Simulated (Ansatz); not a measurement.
SiO$_{2}$:
```cif
data_O4Si2
_chemical_formula_sum 'Si2 O4'
_space_group_name_H-M_alt 'P 1'
_space_group_IT_number 1
_cell_length_a 2.67274
_cell_length_b 2.67274
_cell_length_c 9.73118
_cell_angle_alpha 90.000
_cell_angle_beta 90.000
_cell_angle_gamma 119.962
loop_
_space_group_symop_operation_xyz
  'x, y, z'
loop_
_atom_site_label
_atom_site_type_symbol
_atom_site_fract_x
_atom_site_fract_y
_atom_site_fract_z
_atom_site_occupancy
Si1 Si 0.50000 0.50000 0.50000 1
Si2 Si 0.00000 0.00000 0.00000 1
O1 O 0.66665 0.33335 0.90728 1
O2 O 0.16665 0.83335 0.59272 1
O3 O 0.33335 0.66665 0.09272 1
O4 O 0.83335 0.16665 0.40728 1
```

Relaxed with r²SCAN. The program Ansatz at the r²SCAN level (PAW) gives a gap of 7.32 eV.

Q: What gap does HSE06 give on the same cell (Ansatz, PAW)?

A: 8.46 eV, 1.14 eV more. The hybrid was solved on a coarser mesh and at special points; its gap is the smallest among all of these.

| k | v1 r²SCAN | c1 r²SCAN | v1 HSE06 | c1 HSE06 |
|---|---|---|---|---|
| Γ | -0.40 | 7.32 | -0.41 | 8.46 |
| Y | -0.93 | 8.99 | -0.98 | 10.05 |
| T | -1.12 | 9.03 | (withheld) | (withheld) |
| Z | -0.85 | 7.77 | (withheld) | (withheld) |
| S | -1.13 | 9.04 | -1.19 | 10.10 |
| R | -1.15 | 9.05 | (withheld) | (withheld) |
| Σ0 | -0.79 | 11.91 | -0.81 | 13.19 |
| A0 | -0.88 | 11.92 | (withheld) | (withheld) |

Q: Top valence (v1) and lowest conduction level (c1) in eV from each method's valence maximum (which need not be a listed point): supply the withheld HSE06 values.

A: 
- R, v1 HSE06: -1.21
- R, c1 HSE06: 10.11
- T, v1 HSE06: -1.18
- T, c1 HSE06: 10.09
- A0, v1 HSE06: -0.90
- A0, c1 HSE06: 13.20
- Z, v1 HSE06: -0.87
- Z, c1 HSE06: 8.92

Cost on shared cores: the r²SCAN run (SCF on a 12×12×3 mesh, then bands and DOS) very roughly 2.2 core-minutes, the HSE06 run (SCF on 7×7×2, then a few points) very roughly 2.7 core-minutes; the tasks are unlike.

Space group Cmce. The cell is a constructed one: a structure type filled with these elements; the Crystallography Open Database copy checked does not list it. It is not the phase usual at ambient conditions (space group No. 92, 152, 154). The r²SCAN relaxation kept the symmetry of its start. At this level the phase is mechanically unstable. The volume moved by 35 % from the start of the relaxation.

Potentials: the later of the program's two PAW sets.
